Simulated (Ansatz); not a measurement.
A generated cell, not matched to a known phase here, of HfCl: Fm-3m (No. 225), cF8, rock salt type; a = b = c = 5.2070 Å, α = β = γ = 90.00°; Cl 4a (0.000, 0.000, 0.000); Hf 4b (0.500, 0.500, 0.500). Level of theory: r2SCAN (plane waves to 500 eV, PAW, scalar-relativistic; Ansatz, a quantum-chemistry and plane-wave program). Element references, the lowest calculated here: Hf (P6₃/mmc), Cl (Cmce); gases are represented by their molecular solids.

Total energies (eV/atom, σ → 0; comparable only within this code, potentials and settings):

```json
[
 {"phase": "HfCl (Fm-3m)", "E (eV/atom)": "-8408.151"},
 {"phase": "Hf (P6₃/mmc)", "E (eV/atom)": "-15733.063"},
 {"phase": "Cl (Cmce)", "E (eV/atom)": "-1083.625"}
]
```

Q: What is the formation energy of this Fm-3m form of HfCl from the elements?

A: E_f = -8408.151 − [1 × (-15733.063) + 1 × (-1083.625)] / 2 = 0.19 eV/atom (0.4 eV per formula unit).

A lower structure of this composition may exist.

Static energies, no anion corrections, no zero-point energy. Values are rounded to 0.01 eV/atom. Not shown to be the ambient phase of their composition (a lower form may be missing, and a cell relaxed within its start's symmetry can be a saddle point): HfCl (Fm-3m). Spin-orbit coupling is missing from these energies, which matters for elements this heavy. The compounds carry no spin polarisation. The relaxed primitive cell holds an odd number of electrons. A magnetic state may lie lower. No Hubbard U is applied.
